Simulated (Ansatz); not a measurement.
Mg2Sn (antifluorite type, space group Fm-3m)

```
Mg2Sn
1.0
    0.00000     3.40806     3.40806
    3.40806     0.00000     3.40806
    3.40806     3.40806     0.00000
Sn Mg
1 2
Direct
  0.00000   0.00000   0.00000
  0.25000   0.25000   0.25000
  0.75000   0.75000   0.75000
```

The slice is a {111} plane (indices of the conventional cell) through the point (0.000, 0.000, 0.000) (fractional), spanned by u = [100] and v = [-1 2 0] in vectors of this cell: u (4.82 Å) and v (8.35 Å, at 90° to u). It covers one period; positions are fractions (u, v).

The numbers are results of PBE (plane waves to 420 eV, PAW, scalar-relativistic; Ansatz, a first-principles code), not measurements. k mesh 12×12×12. Near the nuclei the fields are pseudised (PAW); where an atom keeps semicore shells as valence, they peak there. At this level the bands of Mg2Sn touch or barely overlap; measurements give the solid a gap. Mg2Sn was relaxed with its symmetry unable to fall.

Predict the map of the electron localisation function (ELF) on the slice.


```
|xx-+@@*=*@@+-x|
|:-=#@%-.-%@#=-|
|++#@@=   =@@#+|
|@@@@#:   :#@@@|
|@@%#+:   :+#%@|
|--++++---++++-|
|  :+#%@@@%#+: |
|  :#@@@@@@@#: |
|  =@@#+++#@@= |
|.-%@#=-:-=#@%-|
|=*@@+-xxx-+@@*|
|+#@%+:xxx:+%@#|
|=*@@+-xxx-+@@*|
|.-%@#=-:-=#@%-|
|  =@@#+++#@@= |
|  :#@@@@@@@#: |
|  :+#%@@@%#+: |
|--++++---++++-|
|@@%#+:   :+#%@|
|@@@@#:   :#@@@|
|++#@@=   =@@#+|
|:-=#@%-.-%@#=-|
|xx-+@@*=*@@+-x|
|xx:+%@#+#@%+:x|
```
Scale: ten equal steps from 0.03 (start of ' ') to 0.65 (end of '@'), in the order ' .:-=+*#%@'. Values: electron localisation function (ELF). The map has 14 points along u (one character each, u = 0 at the left) and 24 along v (v = 0 in the bottom row). Points within 0.5 Å of a nucleus are blanked (x), as the pseudised field means little there.
